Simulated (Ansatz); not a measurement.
**Surface calculation: hcp Ir (10-10), 6 layers**

The slab is cut from the hcp crystal, which needn't be the stable phase, as relaxed on PAW files (14.11 Å³/atom), with 16 Å of vacuum and a dipole correction:

```yaml
crystal:
  lattice:
    - [2.71925, 0.00000, 0.00000]
    - [0.00000, 4.40801, 0.00000]
    - [0.00000, 0.00000, 21.49490]
  atoms:
    - { symbol: Ir, position: [0.75000, 0.75000, 0.37218] }
    - { symbol: Ir, position: [0.25000, 0.25000, 0.40870] }
    - { symbol: Ir, position: [0.25000, 0.75000, 0.48174] }
    - { symbol: Ir, position: [0.75000, 0.25000, 0.51826] }
    - { symbol: Ir, position: [0.75000, 0.75000, 0.59130] }
    - { symbol: Ir, position: [0.25000, 0.25000, 0.62782] }
```

Level of theory: DFT with PBEsol, scalar-relativistic, in Ansatz 0.2.0; a Γ-centred 12×8×1 k mesh, Fermi–Dirac smearing of 0.05 eV, no spin polarisation. LAPW: all electrons, basis error target 1 meV/atom; PAW: frozen-core files, cutoff 420 eV.

The bulk energy comes from a cell in the slab's orientation on a 12×8×7 mesh. The surface energy is (E(slab) − N·E(bulk))/2A at zero smearing, the mean of both faces; thin slabs carry quantum-size effects.

Spin–orbit coupling is left out, which matters for the heavy atoms. The PAW files were made under PBE. The cell is 1×1, so reconstructions are forbidden.

Task: As cut, the LAPW slab lies 4.318 eV above 6 atoms of bulk. What surface energy is that?

Result: Over two faces of 11.99 Å² it is 180.1 meV/Å², and times 16.02 J/m² per eV/Å² that gives γ = 2.886 J/m².

Task: What do relaxation and the other method give, and what work function comes out?

Result: 

| method | γ as cut (J/m²) | γ relaxed (J/m²) | Φ as cut (eV) | Φ relaxed (eV) |
| --- | --- | --- | --- | --- |
| LAPW | 2.886 | 2.667 | 5.59 | 5.51 |
| PAW | 2.885 | 2.666 | 5.59 | 5.51 |

Task: How do the spacings between the planes relax?

Result: From the bottom face up: d12 -26.3 % of 0.785 Å, d23 +4.8 % of 1.570 Å, d34 -10.6 % of 0.785 Å, d45 +4.8 % of 1.570 Å, d56 -26.3 % of 0.785 Å.
